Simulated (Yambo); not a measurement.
```
NH4Br
1.0
    5.71487     0.00000     0.00000
    0.00000     5.71487     0.00000
    0.00000     0.00000     4.10673
H N Br
8 2 2
Direct
  0.00000   0.85220   0.85475
  0.64780   0.50000   0.85475
  0.00000   0.14780   0.85475
  0.35220   0.50000   0.85475
  0.50000   0.64780   0.14525
  0.14780   0.00000   0.14525
  0.50000   0.35220   0.14525
  0.85220   0.00000   0.14525
  0.00000   0.00000   0.00000
  0.50000   0.50000   0.00000
  0.00000   0.50000   0.54167
  0.50000   0.00000   0.45833
```

NH4Br (space group P4/nmm, No. 129): mean Im ε in 1 eV windows above the direct gap of 6.65 eV, for different electron-hole kernels (Yambo, broadening 0.15 eV, norm-conserving PBEsol (Quantum ESPRESSO, 84 Ry, without SOC) bands; 4×4×6 mesh, 6 valence and 15 conduction bands, static screening with 65 bands and a 3 Ry block, scissor 2.42 eV, Tamm-Dancoff; field along x).

```json
[
 {"window (eV)": "6.7 to 7.7", "independent quasiparticles": "0.6", "RPA (no attraction)": "0.5", "BSE": "3.0"},
 {"window (eV)": "7.7 to 8.7", "independent quasiparticles": "1.6", "RPA (no attraction)": "1.1", "BSE": "4.3"},
 {"window (eV)": "8.7 to 9.7", "independent quasiparticles": "4.4", "RPA (no attraction)": "2.4", "BSE": "3.4"},
 {"window (eV)": "9.7 to 10.7", "independent quasiparticles": "4.7", "RPA (no attraction)": "2.9", "BSE": "4.0"},
 {"window (eV)": "10.7 to 11.7", "independent quasiparticles": "5.1", "RPA (no attraction)": "2.0", "BSE": "2.2"},
 {"window (eV)": "11.7 to 12.7", "independent quasiparticles": "3.4", "RPA (no attraction)": "2.9", "BSE": "0.9"}
]
```

This run doesn't resolve bound excitons or single peaks, so only averages are given, and they too depend on the mesh; weight that the attraction moves below the gap isn't listed. All transitions below 13.74 eV are in the band window. The scissor comes from a G0W0 run whose convergence isn't established.

Spin-orbit splittings are left out.

Geometry of the Materials Project entry, not relaxed at this level.

The distance between layers or molecules is the database entry's, not relaxed here. Functionals without dispersion can leave it too large, which widens gaps and weakens the response across layers: the numbers belong to this cell.
